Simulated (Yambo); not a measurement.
## Optical response of SiO2

```
SiO2
1.0
    4.91656     0.00000     0.00000
   -2.45828     4.25787     0.00000
    0.00000     0.00000     5.43163
O Si
6 3
Cartesian
 -1.08744   3.11437   2.97556
  0.30488   1.75892   1.16501
  0.78257   3.64243   4.78610
  3.24085   0.61543   2.45607
  1.37084   1.14349   4.26662
  2.76316   2.49894   0.64553
 -1.15244   1.99609   1.81054
  1.30584   2.26178   0.00000
  2.30488   0.00000   3.62109
```

Yambo, RPA with local fields on LDA bands; 6×6×4 mesh, 90 bands, 3 Ry local-field block, 0.2 eV broadening; field along x.

```json
[
 {"E (eV)": "0.0", "Im ε": "0.00", "Re ε": "2.41", "Im ε, independent particles": "0.00"},
 {"E (eV)": "0.6", "Im ε": "0.00", "Re ε": "2.42", "Im ε, independent particles": "0.00"},
 {"E (eV)": "1.2", "Im ε": "0.00", "Re ε": "2.43", "Im ε, independent particles": "0.01"},
 {"E (eV)": "1.9", "Im ε": "0.01", "Re ε": "2.45", "Im ε, independent particles": "0.01"},
 {"E (eV)": "2.5", "Im ε": "0.01", "Re ε": "2.48", "Im ε, independent particles": "0.01"},
 {"E (eV)": "3.1", "Im ε": "0.01", "Re ε": "2.51", "Im ε, independent particles": "0.02"},
 {"E (eV)": "3.8", "Im ε": "0.02", "Re ε": "2.56", "Im ε, independent particles": "0.02"},
 {"E (eV)": "4.4", "Im ε": "0.02", "Re ε": "2.63", "Im ε, independent particles": "0.03"},
 {"E (eV)": "5.0", "Im ε": "0.03", "Re ε": "2.72", "Im ε, independent particles": "0.04"},
 {"E (eV)": "5.6", "Im ε": "0.05", "Re ε": "2.83", "Im ε, independent particles": "0.05"},
 {"E (eV)": "6.2", "Im ε": "0.07", "Re ε": "3.00", "Im ε, independent particles": "0.08"},
 {"E (eV)": "6.9", "Im ε": "0.14", "Re ε": "3.26", "Im ε, independent particles": "0.15"},
 {"E (eV)": "7.5", "Im ε": "0.39", "Re ε": "3.64", "Im ε, independent particles": "0.41"},
 {"E (eV)": "8.1", "Im ε": "1.00", "Re ε": "3.73", "Im ε, independent particles": "1.05"},
 {"E (eV)": "8.8", "Im ε": "1.33", "Re ε": "3.99", "Im ε, independent particles": "1.46"},
 {"E (eV)": "9.4", "Im ε": "2.34", "Re ε": "3.81", "Im ε, independent particles": "2.63"},
 {"E (eV)": "10.0", "Im ε": "2.96", "Re ε": "2.74", "Im ε, independent particles": "3.38"},
 {"E (eV)": "10.6", "Im ε": "2.65", "Re ε": "1.87", "Im ε, independent particles": "3.08"},
 {"E (eV)": "11.2", "Im ε": "2.09", "Re ε": "1.66", "Im ε, independent particles": "2.49"},
 {"E (eV)": "11.9", "Im ε": "1.92", "Re ε": "1.80", "Im ε, independent particles": "2.59"},
 {"E (eV)": "12.5", "Im ε": "2.01", "Re ε": "1.66", "Im ε, independent particles": "2.42"},
 {"E (eV)": "13.1", "Im ε": "1.96", "Re ε": "1.63", "Im ε, independent particles": "2.33"},
 {"E (eV)": "13.8", "Im ε": "1.95", "Re ε": "1.59", "Im ε, independent particles": "2.21"},
 {"E (eV)": "14.4", "Im ε": "2.06", "Re ε": "1.37", "Im ε, independent particles": "2.52"},
 {"E (eV)": "15.0", "Im ε": "2.13", "Re ε": "1.14", "Im ε, independent particles": "2.59"},
 {"E (eV)": "15.6", "Im ε": "1.94", "Re ε": "0.94", "Im ε, independent particles": "2.41"},
 {"E (eV)": "16.2", "Im ε": "1.85", "Re ε": "0.82", "Im ε, independent particles": "2.28"},
 {"E (eV)": "16.9", "Im ε": "1.80", "Re ε": "0.69", "Im ε, independent particles": "2.11"},
 {"E (eV)": "17.5", "Im ε": "1.77", "Re ε": "0.59", "Im ε, independent particles": "2.04"},
 {"E (eV)": "18.1", "Im ε": "1.60", "Re ε": "0.31", "Im ε, independent particles": "1.67"},
 {"E (eV)": "18.8", "Im ε": "1.34", "Re ε": "0.22", "Im ε, independent particles": "1.46"},
 {"E (eV)": "19.4", "Im ε": "1.11", "Re ε": "0.36", "Im ε, independent particles": "1.24"},
 {"E (eV)": "20.0", "Im ε": "1.06", "Re ε": "0.34", "Im ε, independent particles": "1.17"}
]
```

Peak heights and small wiggles depend on the k mesh. Convergence of the RPA response with its 6×6×4 mesh was not tested. No excitonic effects at this level.

Geometry of the Materials Project entry, not relaxed at this level.
